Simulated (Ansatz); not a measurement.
SrMgF$_{4}$:
```cif
data_F8Mg2Sr2
_chemical_formula_sum 'Sr2 Mg2 F8'
_space_group_name_H-M_alt 'P 1'
_space_group_IT_number 1
_cell_length_a 7.50412
_cell_length_b 7.50412
_cell_length_c 5.60629
_cell_angle_alpha 90.000
_cell_angle_beta 90.000
_cell_angle_gamma 149.639
loop_
_space_group_symop_operation_xyz
  'x, y, z'
loop_
_atom_site_label
_atom_site_type_symbol
_atom_site_fract_x
_atom_site_fract_y
_atom_site_fract_z
_atom_site_occupancy
Sr1 Sr 0.34019 0.65981 0.03924 1
Sr2 Sr 0.65981 0.34019 0.53924 1
Mg1 Mg 0.91601 0.08399 0.59485 1
Mg2 Mg 0.08399 0.91601 0.09485 1
F1 F 0.83858 0.16142 0.30814 1
F2 F 0.16142 0.83858 0.80814 1
F3 F 0.03528 0.96472 0.43378 1
F4 F 0.96472 0.03528 0.93378 1
F5 F 0.79786 0.20214 0.78723 1
F6 F 0.20214 0.79786 0.28723 1
F7 F 0.41417 0.58583 0.61975 1
F8 F 0.58583 0.41417 0.11975 1
```

Relaxed with PBEsol.

Question: Which orbitals make up the states near the band edges in PBEsol in the plane-wave PAW code Ansatz?

Answer: Top 1 eV of the valence band: F 2p 98 %. Bottom 1 eV of the conduction band: Sr 5s 42 %, Mg 3s 25 %, F 2s 16 %, outside the projected shells 12 %. Projections are on Löwdin-orthogonalised atomic valence shells; empty p or d shells of many metals are not among them.

Question: Tabulate the density of states.

Answer: States/eV per cell of 12 atoms, in 0.25 eV bins, energy from the valence-band maximum.

| E (eV) | total | F 2p | Sr 5s | Mg 3s |
|---|---|---|---|---|
| -7.86 | 0.00 | 0.00 | 0.00 | 0.00 |
| -7.61 | 0.00 | 0.00 | 0.00 | 0.00 |
| -7.36 | 0.00 | 0.00 | 0.00 | 0.00 |
| -7.11 | 0.00 | 0.00 | 0.00 | 0.00 |
| -6.86 | 0.00 | 0.00 | 0.00 | 0.00 |
| -6.61 | 0.00 | 0.00 | 0.00 | 0.00 |
| -6.36 | 0.00 | 0.00 | 0.00 | 0.00 |
| -6.11 | 0.00 | 0.00 | 0.00 | 0.00 |
| -5.86 | 0.00 | 0.00 | 0.00 | 0.00 |
| -5.61 | 0.00 | 0.00 | 0.00 | 0.00 |
| -5.36 | 0.00 | 0.00 | 0.00 | 0.00 |
| -5.11 | 0.00 | 0.00 | 0.00 | 0.00 |
| -4.86 | 0.00 | 0.00 | 0.00 | 0.00 |
| -4.61 | 0.00 | 0.00 | 0.00 | 0.00 |
| -4.36 | 0.00 | 0.00 | 0.00 | 0.00 |
| -4.11 | 0.00 | 0.00 | 0.00 | 0.00 |
| -3.86 | 0.00 | 0.00 | 0.00 | 0.00 |
| -3.61 | 0.01 | 0.01 | 0.00 | 0.00 |
| -3.36 | 2.39 | 2.10 | 0.00 | 0.24 |
| -3.11 | 3.31 | 2.97 | 0.01 | 0.27 |
| -2.86 | 6.81 | 6.24 | 0.04 | 0.38 |
| -2.61 | 3.88 | 3.64 | 0.03 | 0.11 |
| -2.36 | 8.07 | 7.74 | 0.10 | 0.03 |
| -2.11 | 15.34 | 14.66 | 0.23 | 0.05 |
| -1.86 | 14.05 | 13.44 | 0.16 | 0.07 |
| -1.61 | 17.05 | 16.38 | 0.16 | 0.08 |
| -1.36 | 17.29 | 16.68 | 0.13 | 0.05 |
| -1.11 | 18.75 | 18.20 | 0.10 | 0.04 |
| -0.86 | 18.51 | 18.08 | 0.06 | 0.02 |
| -0.61 | 22.20 | 21.78 | 0.04 | 0.01 |
| -0.36 | 25.84 | 25.49 | 0.01 | 0.01 |
| -0.11 | 18.50 | 18.30 | 0.01 | 0.00 |
| 0.14 | 0.00 | 0.00 | 0.00 | 0.00 |
| 0.39 | 0.00 | 0.00 | 0.00 | 0.00 |
| 0.64 | 0.00 | 0.00 | 0.00 | 0.00 |
| 0.89 | 0.00 | 0.00 | 0.00 | 0.00 |
| 1.14 | 0.00 | 0.00 | 0.00 | 0.00 |
| 1.39 | 0.00 | 0.00 | 0.00 | 0.00 |
| 1.64 | 0.00 | 0.00 | 0.00 | 0.00 |
| 1.89 | 0.00 | 0.00 | 0.00 | 0.00 |
| 2.14 | 0.00 | 0.00 | 0.00 | 0.00 |
| 2.39 | 0.00 | 0.00 | 0.00 | 0.00 |
| 2.64 | 0.00 | 0.00 | 0.00 | 0.00 |
| 2.89 | 0.00 | 0.00 | 0.00 | 0.00 |
| 3.14 | 0.00 | 0.00 | 0.00 | 0.00 |
| 3.39 | 0.00 | 0.00 | 0.00 | 0.00 |
| 3.64 | 0.00 | 0.00 | 0.00 | 0.00 |
| 3.89 | 0.00 | 0.00 | 0.00 | 0.00 |
| 4.14 | 0.00 | 0.00 | 0.00 | 0.00 |
| 4.39 | 0.00 | 0.00 | 0.00 | 0.00 |
| 4.64 | 0.00 | 0.00 | 0.00 | 0.00 |
| 4.89 | 0.00 | 0.00 | 0.00 | 0.00 |
| 5.14 | 0.00 | 0.00 | 0.00 | 0.00 |
| 5.39 | 0.00 | 0.00 | 0.00 | 0.00 |
| 5.64 | 0.00 | 0.00 | 0.00 | 0.00 |
| 5.89 | 0.00 | 0.00 | 0.00 | 0.00 |
| 6.14 | 0.00 | 0.00 | 0.00 | 0.00 |
| 6.39 | 0.00 | 0.00 | 0.00 | 0.00 |
| 6.64 | 0.00 | 0.00 | 0.00 | 0.00 |
| 6.89 | 0.09 | 0.00 | 0.04 | 0.02 |
| 7.14 | 0.28 | 0.01 | 0.12 | 0.07 |
| 7.39 | 0.44 | 0.02 | 0.19 | 0.11 |
| 7.64 | 0.62 | 0.03 | 0.25 | 0.16 |
| 7.89 | 0.86 | 0.05 | 0.33 | 0.22 |
| 8.14 | 1.01 | 0.06 | 0.38 | 0.24 |
| 8.39 | 1.35 | 0.08 | 0.50 | 0.28 |
| 8.64 | 2.14 | 0.12 | 0.78 | 0.36 |
| 8.89 | 3.75 | 0.18 | 1.16 | 0.49 |
| 9.14 | 3.56 | 0.12 | 0.67 | 0.39 |
| 9.39 | 3.06 | 0.09 | 0.51 | 0.18 |
| 9.64 | 10.90 | 0.25 | 0.75 | 0.76 |
| 9.89 | 5.75 | 0.11 | 0.29 | 0.39 |
| 10.14 | 7.11 | 0.12 | 0.31 | 0.45 |
| 10.39 | 7.84 | 0.13 | 0.34 | 0.42 |
| 10.64 | 9.13 | 0.15 | 0.24 | 0.43 |
| 10.89 | 11.05 | 0.22 | 0.53 | 0.65 |
| 11.14 | 4.96 | 0.11 | 0.32 | 0.22 |
| 11.39 | 5.83 | 0.13 | 0.38 | 0.18 |
| 11.64 | 2.83 | 0.08 | 0.26 | 0.12 |

Space group Cmc2_1. The workflow started from a Materials Project entry (that database holds measured and hypothetical structures alike); the Crystallography Open Database files this formula in space group No. 36, but the cells were not matched. Whether it is the stable phase at ambient conditions was not checked. The cell was relaxed with PBEsol under the symmetry of its start; of distortions, only those at the zone centre were tested. Scalar-relativistic: spin–orbit coupling is off unless named, which matters more the heavier the elements.

Potentials: the earlier of the program's two PAW sets.
